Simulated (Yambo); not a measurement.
Absorption of K₂PtBr₄ (space group P4/mmm, No. 123) with and without the electron-hole interaction (Yambo, PBEsol bands; 4×4×4 mesh, 16 valence and 8 conduction bands, static screening with 121 bands and a 3 Ry block, scissor 2.20 eV, Tamm-Dancoff; field along x). Axes are Cartesian, with cell vectors (Å) (7.41, 0.00, 0.00), (0.00, 7.41, 0.00), (0.00, 0.00, 4.37).

```
E (eV)  Im ε, BSE  Im ε, independent quasiparticles
------  ---------  --------------------------------
0.95         0.03                              0.02
1.05         0.03                              0.02
1.15         0.03                              0.02
1.25         0.03                              0.02
1.35         0.03                              0.02
1.45         0.03                              0.02
1.55         0.03                              0.03
1.65         0.03                              0.03
1.75         0.04                              0.03
1.85         0.04                              0.03
1.95         0.04                              0.03
2.05         0.04                              0.03
2.15         0.04                              0.03
2.25         0.05                              0.03
2.35         0.05                              0.03
2.45         0.05                              0.04
2.55         0.06                              0.04
2.65         0.06                              0.04
2.75         0.06                              0.04
2.85         0.07                              0.04
2.95         0.07                              0.05
3.05         0.08                              0.05
3.15         0.09                              0.05
3.25         0.10                              0.06
3.35         0.12                              0.06
3.45         0.14                              0.06
3.55         0.18                              0.07
3.65         0.24                              0.07
3.75         0.26                              0.08
3.85         0.28                              0.09
3.95         0.33                              0.10
4.05         0.42                              0.11
4.15         0.47                              0.12
4.25         0.53                              0.14
4.35         0.70                              0.16
4.45         1.11                              0.18
4.55         1.80                              0.21
4.65         1.92                              0.24
4.75         1.36                              0.26
4.85         0.98                              0.30
4.95         0.85                              0.37
5.05         0.89                              0.49
5.15         1.06                              0.70
5.25         1.32                              1.04
5.35         1.83                              1.38
5.45         2.96                              1.62
5.55         5.15                              2.04
5.65         7.00                              2.56
5.75         5.55                              2.88
5.85         4.30                              3.03
5.95         3.66                              3.16
6.05         3.37                              2.78
6.15         3.05                              2.47
6.25         2.54                              2.49
6.35         2.63                              2.75
6.45         2.98                              3.34
6.55         2.89                              3.69
6.65         2.66                              4.18
6.75         2.41                              3.97
6.85         2.20                              3.68
6.95         2.41                              4.31
7.05         2.71                              4.79
7.15         2.52                              4.92
7.25         2.47                              4.58
7.35         2.58                              4.01
7.45         2.62                              3.60
7.55         2.93                              3.38
7.65         3.22                              3.48
7.75         3.50                              3.04
7.85         3.41                              2.50
```

The scissor comes from a G0W0 run whose convergence isn't established. Broadening 0.15 eV. The band window holds all transitions up to 9.0 eV. Fine structure above the onset can come from the mesh.

Spin-orbit coupling is left out, which matters for elements this heavy: edges can move by tenths of an eV.

Geometry of the Materials Project entry, not relaxed at this level; primitive cell a = b = 7.406 Å, c = 4.365 Å, α = β = γ = 90.00°.

The structure is a Materials Project entry; no match was found in the copy of COD used, and its stability was not checked.
